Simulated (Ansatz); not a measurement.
## TaNiN₂, a known structure type with other elements, at an estimated volume

```xyz
4
Lattice="3.0808 0.0000 0.0000 -1.5404 2.6680 0.0000 0.0000 -1.7787 5.7103" Properties=species:S:1:pos:R:3 pbc="T T T"
Ta    1.5404   -0.8893    2.8551
Ni    0.0000    0.0000    0.0000
N     0.0000    0.0000    2.0386
N     1.5404    0.8893    3.6717
```

Single point in Ansatz 0.2.0 with PBE, spin-orbit coupling. Cutoff 420 eV, PAW datasets, 7×7×7 Γ-centred k mesh, fermi-dirac filling (width 0.1 eV).

Magnetic state (reached from a saved solution, and it need not be the lowest): Ni2 along (0.00, -0.04, 1.00).

(1) What is the formation energy?

(2) What does the stress say?

(3) Where is the largest force?

(4) What happens at the Fermi level?

(5) Give the Bader charges.

Origin: a known structure type with other elements, at an estimated volume, so it need not be a known compound. Caveats: semilocal functionals often miss the gap of such magnets; the k mesh is coarse if the cell is a metal; atoms or cell far from equilibrium; the SCF threshold is loose for a stress.

Results:

(1) 0.09 eV an atom against the elements' usual phases (free molecules for gases, crystals otherwise, with no correction for O₂ or N₂), so at this geometry it isn't bound against them. Relaxing would lower it.

(2) The pressure is 36.8 GPa (compression positive), so with the atoms held at these fractions the cell would first expand; the forces are large, so a full relaxation may end otherwise. The principal stresses 15.6, 47.3, 47.3 GPa differ, so its shape would change too.

(3) The largest is on N3 (and as large on other atoms): 7.58 eV/Å, components (0.00, 0.00, -7.58). It makes 115° with the line to a nearest neighbour, Ta1 at 1.96 Å.

(4) It is a metal, with about 3 states/eV a cell as the mean within 0.25 eV of the Fermi level, mostly Ni d (74 %) and N p (20 %).

(5) Bader charges in e: Ta +2.61, Ni +0.42, N -1.51. In the mean Ta gives up most and N takes most.
